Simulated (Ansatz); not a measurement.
Cu Kα1 powder pattern (kinematic, no thermal factors).
2θ (°) (relative intensity): 14.96 (100), 26.06 (16), 30.18 (5), 34.58 (9), 40.30 (9), 40.93 (25), 43.81 (13), 45.98 (9), 51.69 (17), 53.61 (1), 55.99 (7), 62.76 (4), 63.23 (5), 64.61 (2), 65.38 (2), 66.74 (3), 69.15 (1), 70.91 (2), 73.25 (2), 77.69 (7), 78.96 (2), 81.64 (3), 82.89 (3), 89.44 (1)

The pattern is computed from a structure relaxed with Ansatz 0.2.0, DFT PBE, scalar-relativistic, plane waves, PAW. No spin polarisation. Its elements are Mo, S.

Task: Give the structure.

Result: MoS₃.
Space group P-62m (No. 189). a = 6.832 Å, b = 6.832 Å, c = 2.883 Å, α = 90.00°, β = 90.00°, γ = 120.00°
```json
{"atom": "Mo", "site": "1a", "symmetry": "-62m", "x": "0.0000", "y": "0.0000", "z": "0.0000"}
{"atom": "S", "site": "3g", "symmetry": "m2m", "x": "0.7248", "y": "0.0000", "z": "0.5000"}
```

A pattern alone doesn't exclude other cells with like lines; this is the one computed.

It was reached by relaxing an invented guess, and it needn't be the stable form of this composition. No dispersion correction is applied, so the spacing between layers, chains or molecules is poorly fixed.
